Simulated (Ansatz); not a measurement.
# Is this Co result the lowest state?

The cell (2 atoms) is Co as a measured crystal structure (space group P6_3/mmc). Source: COD entry 9008492, which need not be the ambient phase.

Level of theory: DFT, r2SCAN, PAW, plane waves, scalar-relativistic in Ansatz development build ahead of 0.2.0.

```yaml
crystal:
  lattice:
    - [2.50709901, 0.0, 0.0]
    - [-1.2535495, 2.17121143, 0.0]
    - [0.0, 0.0, 4.0686]
  atoms:
    - { symbol: Co, position: [0.33333333, 0.66666667, 0.25], spin: 1.5 }
    - { symbol: Co, position: [0.66666667, 0.33333333, 0.75], spin: -1.5 }
magnetization:
  spin_polarized: true
hamiltonian:
  xc: r2scan
  pseudopotentials: { kind: paw }
basis:
  ecutwfc: 500
kpoints:
  mp_grid: { grid: [13, 13, 7] }
scf:
  occupations: { method: gaussian, width: 0.1 }
  lower_state_search: "off"
output:
  forces: true
  stress: true
```

Time: 50 s on 2 threads of x86-64 server CPU, with other jobs on the host, peak memory 0.46 GiB.

The end of the output:

```
SCF converged after 22 iterations
Magnetization: -0.0000 μB (17.0000 up, 17.0000 down)
Absolute magnetization: 3.7662 μB (∫|ρ↑−ρ↓|, with the PAW one-centre terms)
Spin contamination: 1.7253 ħ² per cell (⟨S²⟩ above its minimum at these occupations)
Per-site moments (μB) at R_I (Å): [(1.8057, 1.0298), (-1.8058, 1.0298)]
Free energy (F): -10262.442330 eV
Harris-Foulkes:  -10262.442330 eV  (|F-HF|=1.20e-7)
Internal energy: -10262.433350 eV  (E = F + TS)
E sigma→0 (E₀):  -10262.437840 eV
Entropy (-TS):   -0.008980 eV (-4.490 meV/atom)
Fermi energy:    18.331260 eV
--- Forces (eV/Å), atoms counted from 1 ---
  atom   1  Co    -0.00000000     0.00000000     0.00000000
  atom   2  Co     0.00000000     0.00000000     0.00000000
--- Stress (GPa, compression-positive) ---
      -11.720938       0.000000       0.000000
        0.000000     -11.720938       0.000000
        0.000000       0.000000      17.009742
  P = ⅓ Tr σ = -2.1440 GPa (-21.440 kbar)
```

r2SCAN tends to overstate moments and magnetic energies in itinerant metals.

Site moments are taken inside atomic spheres and don't add up to the total.

Has the SCF ended in the lowest solution? If not, by how much is it too high?

No. A state 294 meV/atom (0.589 eV per cell) lower exists in this cell: ferromagnetic, site moments Co1 1.94, Co2 1.94 μB, total 3.59 μB per cell, no gap on the k-mesh. It was reached from: parallel moments, default search for lower states [Co1 3.00, Co2 3.00 μB]; parallel moments, Broyden mixing, no switch to direct minimisation [Co1 3.00, Co2 3.00 μB]. The wrong state matters: the pressure is -8.3 GPa there against -2.1 GPa here. Orders that need a larger cell or non-collinear spins weren't tried.
